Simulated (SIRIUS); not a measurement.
A self-consistent single point of AlCo (Pm-3m, 2 atoms in the cell; from Materials Project mp-284, changed as shown) with SIRIUS.

Method: PBE, SSSP 1.1.2 precision PBE pseudopotentials (plane waves; SIRIUS).

The change in words: lattice scaled by 1.02. Reference geometry (Pm-3m):
```
AlCo
1.0
    2.80502     0.00000     0.00000
    0.00000     2.80502     0.00000
    0.00000     0.00000     2.80502
Al Co
1 1
Direct
  0.00000   0.00000   0.00000
  0.50000   0.50000   0.50000
```

Reference input (self-consistent single point, DFT, PBE, plane waves, SSSP 1.1.2 precision PBE pseudopotentials): parameters.ngridk = 12 12 12; parameters.xc_functionals = [XC_GGA_X_PBE, XC_GGA_C_PBE]; parameters.gk_cutoff = 9.487 1/bohr; parameters.pw_cutoff = 30 1/bohr; parameters.smearing = fermi_dirac; parameters.smearing_width = 0.00367493 Ha; potentials = SSSP 1.1.2 precision PBE pseudopotentials; parameters.electronic_structure_method = pseudopotential; parameters.num_bands = 14; parameters.num_mag_dims = 0; parameters.num_dft_iter = 100; parameters.energy_tol = 1e-07 Ha. This run's input differs from it in these lines:

```diff
@@ -32,5 +32,5 @@
     "lattice_vectors": [
-      [5.3007214638, 0.0, 0.0],
-      [0.0, 5.3007214638, 0.0],
-      [0.0, 0.0, 5.3007214638]
+      [5.4067350994, 0.0, 0.0],
+      [0.0, 5.4067350994, 0.0],
+      [0.0, 0.0, 5.4067350994]
     ],
@@ -47,3 +47,3 @@
       "Co": [
-        [1.4025105, 1.4025105, 1.4025105]
+        [1.4305605, 1.4305605, 1.4305605]
       ]
```

Output, abridged:

```
[find] density tolerance         : 1e-06
[find] total energy tolerance    : 1e-07
[find] iter_solver_tol (initial) : 0.01
[find] iter_solver_tol (target)  : 1e-13
[find] num_dft_iter              : 100
Charges and magnetic moments
--------------------------------------------------------------------------------
total charge          : 20.000000
[find] | SCF iteration   0 out of 100|
[diagonalize] iterative solver tolerance (occupied, empty): 0.01 0.01
[diagonalize] average number of iterations: 3.83333
[find] Charges and magnetic moments
[find] total charge          : 20.000000
[find] Energy
   [... lines left out ...]

[find] Charges and magnetic moments
[find] total charge          : 20.000000
[find] Energy
[find] smearing (-TS)                 :      -0.00109829
[find] Total energy                   :    -169.03634586 (Ha),    -338.07269173 (Ry)
[find] Free energy (E-TS)             :    -169.03744415 (Ha),    -338.07488830 (Ry)
[find] band gap (eV)                  :       0.00000000
[find] Efermi                         :       0.51881213
[find] iteration : 22, RMS (target) : 4.9439e-08 (1.0000e-06) , energy difference (target) : -4.0185e-10 (1.0000e-07)
[find] bands are converged : true
[find] iterative solver converged : true
[find] converged after 23 SCF iterations!
[find] Charges and magnetic moments
[find] total charge          : 20.000000
[find] Energy
[find] smearing (-TS)                 :      -0.00109829
[find] Total energy                   :    -169.03634586 (Ha),    -338.07269173 (Ry)
[find] Free energy (E-TS)             :    -169.03744415 (Ha),    -338.07488830 (Ry)
[find] band gap (eV)                  :       0.00000000
[find] Efermi                         :       0.51881213
[ground_state] === stress tensor components [kbar] ===
[ground_state] === stress_total ===
[ground_state]    15.522149   -0.000000    0.000000
[ground_state]    -0.000000   15.522149   -0.000000
[ground_state]     0.000000   -0.000000   15.522149
[ground_state] ==== total Forces in Ha/bohr =====
[ground_state] atom:    0, force:       0.0000000      0.0000000      0.0000000
[ground_state] atom:    1, force:       0.0000000      0.0000000      0.0000000
```

The run converged in 23 iterations. SIRIUS prints the stress tensor with tension positive. Against the reference run the free energy goes down by 16.9 meV/atom and the pressure goes from 10.13 to -1.55 GPa.

The run has no spin polarisation, so moments on Co cannot form. The structure comes from a collection of computed structures, made at another level of theory; the collection holds predicted forms beside known ones. Its lattice was then scaled.

Cost on one core: around 90 core-seconds (rough).

The gap that the log prints is read on the run's mesh, which can miss the band edges or a crossing.
